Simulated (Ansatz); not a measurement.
NaH:
```cif
data_HNa
_chemical_formula_sum 'Na1 H1'
_space_group_name_H-M_alt 'P 1'
_space_group_IT_number 1
_cell_length_a 3.39034
_cell_length_b 3.39034
_cell_length_c 3.39034
_cell_angle_alpha 60.000
_cell_angle_beta 60.000
_cell_angle_gamma 60.000
loop_
_space_group_symop_operation_xyz
  'x, y, z'
loop_
_atom_site_label
_atom_site_type_symbol
_atom_site_fract_x
_atom_site_fract_y
_atom_site_fract_z
_atom_site_occupancy
Na1 Na 0.00000 0.00000 0.00000 1
H1 H 0.50000 0.50000 0.50000 1
```

Relaxed with r²SCAN.

Task: Give the optical modes at the zone centre with their infrared and Raman activity from DFPT, the program Ansatz at the r²SCAN level (PAW).

Result: Transverse frequencies, without the LO–TO term; a row sums one degenerate level.

```json
[
 {"ω (cm⁻¹)": "541", "degeneracy": "3", "IR ((D/Å)²/amu)": "64.48", "Raman (Å⁴/amu)": "0", "activity": "IR", "symmetry": "T1u"}
]
```

Task: How high does the top mode go among those that the LO–TO term moves?

Result: 933 cm⁻¹ for q along x.

Space group Fm-3m (rock salt). Symmetry was held in the r²SCAN relaxation; phonons on a q-mesh show no instability.

Potentials: the later of the program's two PAW sets.
